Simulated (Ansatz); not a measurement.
The cell below belongs to a search over invented structures; it isn't taken from experiment.

Input and command of a plane-wave DFT calculation in Ansatz:

```yaml
crystal:
  lattice:
    - [4.60108615, 0.0, 0.0]
    - [0.0, 4.60108615, 0.0]
    - [0.0, 0.0, 4.38394692]
  atoms:
    - { symbol: Mg, position: [0.0, 0.5, 0.5] }
    - { symbol: Mg, position: [0.5, 0.0, 0.5] }
    - { symbol: Mg, position: [0.0, 0.0, 0.0] }
    - { symbol: Zr, position: [0.0, 0.0, 0.5] }
    - { symbol: "N", position: [0.5, 0.5, 0.5] }
    - { symbol: "N", position: [0.5, 0.5, 0.0] }
basis:
  ecutwfc: 420
kpoints:
  mp_grid: { grid: [4, 4, 4] }
hamiltonian:
  xc: pbe
scf:
  occupations: { method: gaussian, width: 0.2 }
  lower_state_search: "off"
output:
  forces: true
  stress: true
  eigenvalues: true
relax:
  adjacent_minimum: "off"
  f_tol: 0.08
  max_steps: 16
  cell: { stress_tol: 0.8 }
```

```bash
ansatz run input.yaml --threads 1 --pin off --max-ram 2560MiB --backend cpu --events-out ev --progress --plain --runs-dir out
```

Processor: Intel(R) Xeon(R) Platinum 8259CL CPU @ 2.50GHz (Skylake/Cascade Lake), 1 thread, on a host shared with other jobs.

**Question.** How long does it run, and how much memory does it take?

**Answer.** About 60 s, peak memory 0.48 GiB. It solves 32 bands at 18 k points (after reduction by symmetry) with about 2987 plane waves (on the last cell), in 85 SCF iterations over 10 ionic steps.
